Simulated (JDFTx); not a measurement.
System: W(100) (Im-3m bulk; lattice of mp-91, not re-optimised at this level), (1×1) cell of 5 atoms in 5 planes, area 10.05 Å² a face, 6.0 Å between the outermost planes in a cell 25.3 Å high; k mesh 8×8×1, Fermi width 0.01 Ha, no spin polarisation.

Adsorbate: NH on both faces at 1.00 monolayer, started bridge and relaxed in vacuum, keeping the symmetry of the start.

Method: PBE-D3(BJ), GBRV ultrasoft potentials, plane waves to 20/100 Ha, in JDFTx (a modified build). The adsorption energy per NH is [E(slab + 2 NH) − E(slab)]/2 − (E(NH3) − E(H2)), with the gas molecules relaxed at the same level and slab energies taken as (E + F)/2, the usual estimate of zero smearing. In reaction energies these potentials put H₂ about 0.03 eV too high against large-basis PBE. These are electronic energies without vibrational corrections. Reconstruction of the substrate beyond this cell is outside the model.

**Question.** Predict the adsorption energy and the geometry, and the change of the work function.

**Answer.** -0.93 eV. N sits 1.27 Å above the highest substrate atom, bound to 2 W at 2.03 Å; N–H is 1.03 Å. The work function goes from 4.18 to 2.91 eV. In CANDLE, water, 1 M NaF, at zero charge, the adsorption energy is -0.94 eV and the potential of zero charge moves from -0.76 to -1.59 V vs SHE (4.44 V convention).
